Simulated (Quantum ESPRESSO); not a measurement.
# Planted mistakes on one cell of InYHfO4F2

These are calculations, not measurements. They come from pw.x of Quantum ESPRESSO 7.5, a plane-wave density functional program, with PseudoDojo standard norm-conserving files (v0.5 for PBE, v0.4.1 for LDA and PBEsol). The cells are made up: elements, strain and atom displacements were drawn at random, and nothing was relaxed. There is no spin polarisation, spin-orbit coupling or dispersion term.

The hafnium file is less sure than the others, with forces about 3 percent (worst 6) and pressure in oxides about 1.5 GPa (worst 2.7) from a second method in checks, which no rerun with the same files tests.

The cell has 10 sites of a corundum lattice. Sites 1 to 4 hold In Y Hf empty; sites 5 to 10 hold O O F F O O. Cell vectors in Å: (2.763, 1.619, 4.871); (-2.727, 1.630, 4.846); (0.028, -3.167, 4.832). Settings: PBE, cutoff 1143 eV, 5 x 5 x 5 k mesh shifted by half a step, Fermi-Dirac smearing of 0.025 eV.

The intended run has a self-consistency threshold of 1e-07 eV, a smearing term of 0.000 eV, a pressure of 1.18 GPa and 14 iterations. Each further run changes one thing: all lengths scaled by 1.0104; atoms of sites 2 and 3 exchanged; cutoff 771 eV; files of LDA; k mesh 1 x 1 x 1; one electron removed; smearing 0.37 eV; threshold 0.1 eV. A coarse mesh keeps the shift, and a charged cell sits in a uniform background.

| run | change of free energy (eV) | smearing term -TS (eV) | change of P (GPa) | largest change of a force component (eV/Å) | iterations |
| --- | --- | --- | --- | --- | --- |
| A | 9.941 | 0.000 | -10.12 | 0.410 | 14 |
| B | -0.948 | 0.000 | -1.66 | 0.392 | 14 |
| C | 0.054 | 0.000 | -1.37 | 0.325 | 6 |
| D | -0.137 | 0.000 | -0.34 | 4.120 | 14 |
| E | -7.059 | -0.025 | -15.39 | 0.815 | 16 |
| F | 1.672 | 0.000 | -14.56 | 0.027 | 14 |
| G | -0.018 | -0.113 | 0.17 | 0.025 | 14 |
| H | 0.024 | 0.000 | -4.21 | 0.246 | 15 |

A rerun of the intended cell at 1437 eV and k mesh 7 x 7 x 7 moved values by no more than 0.003 eV in the cell's energy, 0.03 GPa in stress and 0.002 eV/Å in force.

Question: which change belongs to which run?

## Worked reading

Run C has the fewest iterations, as a run stopped early does. Run G has the largest smearing term, as wide smearing gives. Run H changes the volume by a factor of 1.0315; minus its pressure change over the logarithm of that factor, 136 GPa, is a rough bulk modulus with clamped atoms. Energies from files of another functional, or of a charged cell, have another zero and say nothing on stability; the pressure of a charged cell rests on the program's zero of potential too.

## Key

```
run,change
A,files of LDA
B,k mesh 1 x 1 x 1
C,threshold 0.1 eV
D,atoms of sites 2 and 3 exchanged
E,one electron removed
F,cutoff 771 eV
G,smearing 0.37 eV
H,all lengths scaled by 1.0104
```